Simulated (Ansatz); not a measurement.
Here is the system:

Nb3Sn:
```
CELL_PARAMETERS angstrom
      5.31884     0.00000     0.00000
      0.00000     5.31884     0.00000
      0.00000     0.00000     5.31884
ATOMIC_POSITIONS crystal
  Nb 0.25000 0.00000 0.50000
  Nb 0.75000 0.00000 0.50000
  Nb 0.50000 0.75000 0.00000
  Nb 0.50000 0.25000 0.00000
  Nb 0.00000 0.50000 0.75000
  Nb 0.00000 0.50000 0.25000
  Sn 0.00000 0.00000 0.00000
  Sn 0.50000 0.50000 0.50000
```

This is the PBE-relaxed structure.

### Question
All from plane-wave PAW PBE (Ansatz code), unless another level is named. Estimate the density of states at the Fermi level.

### Answer
2.1 states/eV per atom (mean over ±0.08 eV).

### Question
Predict the formation energy from the elements (no fitted shifts).

### Answer
-17 kJ/mol of atoms.

### Question
Predict the gap with spin–orbit coupling.

### Answer
none (metallic).

Space group Pm-3n (A15 (Cr3Si type)). Symmetry was held in the PBE relaxation. No spin polarisation was allowed. The references are the lowest solids computed at this level, not always the standard phases. Spin–orbit coupling is left out wherever it is not named.

Potentials: the earlier of the program's two PAW sets.
